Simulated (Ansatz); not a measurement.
Given:

B:
```
B
1.0
    1.88579     0.00000     0.00000
    0.00000     1.88579     0.00000
    0.00000     0.00000     1.88579
B
1
Direct
  0.00000   0.00000   0.00000
```

This is the r²SCAN-relaxed structure.

Problem. All from r²SCAN in the plane-wave PAW code Ansatz, unless another level is named. Estimate the bulk modulus (Birch–Murnaghan fit).

Solution. 233 GPa.

Problem. Next, the elastic constants (relaxed ions, GPa)?

Solution. C11 = 454, C12 = 121, C44 = 10.5.

Space group Pm-3m (simple cubic). A made-up cell: these elements were put on the sites of a structure type; neither database checked (COD, Materials Project) lists it. It is not the phase usual at ambient conditions (space group No. 166). The cell was relaxed with r²SCAN under the symmetry of its start; its stability against distortions is not shown here. As this level gives no gap, shear constants depend on the k-mesh and smearing (Fermi–Dirac, 0.1 eV here).

Potentials: the earlier of the program's two PAW sets.
